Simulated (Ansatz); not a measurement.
Structure: Cs2AgBiBr6 in the elpasolite structure, at its r2SCAN minimum. Space group Fm-3m (No. 225), cubic; a = 11.345 Å in the conventional setting, 36.51 Å³ an atom. Cs has 12 Br at 4.01 Å; Ag has 6 Br at 2.82 Å; Bi has 6 Br at 2.86 Å; Br has 1 Ag at 2.82 Å and 1 Bi at 2.86 Å and 4 Cs at 4.01 Å.

```cif
data_structure
_symmetry_space_group_name_H-M 'P 1'
_symmetry_Int_Tables_number 1
_cell_length_a 8.0224
_cell_length_b 8.0224
_cell_length_c 8.0224
_cell_angle_alpha 60.000
_cell_angle_beta 60.000
_cell_angle_gamma 60.000
_cell_volume 365.09
loop_
_atom_site_label
_atom_site_type_symbol
_atom_site_fract_x
_atom_site_fract_y
_atom_site_fract_z
_atom_site_occupancy
Cs1 Cs 0.25000 0.25000 0.25000 1
Cs2 Cs 0.75000 0.75000 0.75000 1
Ag1 Ag 0.00000 0.00000 0.00000 1
Bi1 Bi 0.50000 0.50000 0.50000 1
Br1 Br 0.24817 0.75183 0.75183 1
Br2 Br 0.24817 0.75183 0.24817 1
Br3 Br 0.75183 0.24817 0.75183 1
Br4 Br 0.75183 0.24817 0.24817 1
Br5 Br 0.75183 0.75183 0.24817 1
Br6 Br 0.24817 0.24817 0.75183 1
```

4 runs of Ansatz 0.2.0 on this cell differ in the functional (and in the settings that go with it). Levels are in eV from each run's valence top; v1 is the last filled band, c1 the first empty one.

Run A, mean stress +0.4 GPa (compression positive):
```tsv
point	v5	v3	v1	c1	c2	c3
Γ	-1.36	-1.36	-0.81	3.79	3.79	3.79
X	-1.82	-1.37	0.00	4.28	4.28	4.64
U	-1.82	-1.53	-0.20	3.84	4.55	4.75
L	-1.64	-1.42	-1.33	2.82	5.14	5.14
W	-1.77	-1.62	-0.11	4.15	4.47	4.47
```

Run B, mean stress -2.3 GPa (compression positive):
```tsv
point	v5	v3	v1	c1	c2	c3
Γ	-1.05	-1.05	-0.59	2.15	2.15	2.15
X	-1.43	-1.07	0.00	2.64	2.64	2.99
U	-1.44	-1.24	-0.20	2.17	2.90	3.13
L	-1.36	-1.36	-1.13	1.12	3.51	3.51
W	-1.43	-1.31	-0.09	2.48	2.83	2.83
```

Run C, mean stress +0.8 GPa (compression positive):
```tsv
point	v5	v3	v1	c1	c2	c3
Γ	-1.12	-1.12	-0.61	2.28	2.28	2.28
X	-1.46	-1.14	0.00	2.75	2.75	3.09
U	-1.48	-1.29	-0.20	2.30	3.00	3.22
L	-1.42	-1.35	-1.16	1.28	3.59	3.59
W	-1.47	-1.36	-0.09	2.60	2.93	2.93
```

Run D, mean stress +0.5 GPa (compression positive):
```tsv
point	v5	v3	v1	c1	c2	c3
Γ	-1.32	-1.32	-0.80	3.11	3.11	3.11
X	-1.77	-1.33	0.00	3.59	3.59	3.95
U	-1.77	-1.49	-0.20	3.17	3.86	4.07
L	-1.60	-1.38	-1.32	2.15	4.44	4.44
W	-1.75	-1.58	-0.11	3.48	3.79	3.79
```

Problem. Match the runs to LDA, PBE, HSE06, PBE0.

Solution. A is PBE0, B is LDA, C is PBE, D is HSE06. In order of the gap: LDA 1.12, PBE 1.28, HSE06 2.15, PBE0 2.82 eV.

All values are calculated for a non-magnetic cell, which may be hypothetical.

Spin-orbit coupling is left out; in compounds of Pb, Bi, Tl or Hg it can lower a gap by up to about 1 eV, split its edges or invert the bands.

The stress of a hybrid is loosely converged in these runs.

The meshes of the hybrids are coarse, so their gaps aren't converged to the digits shown.
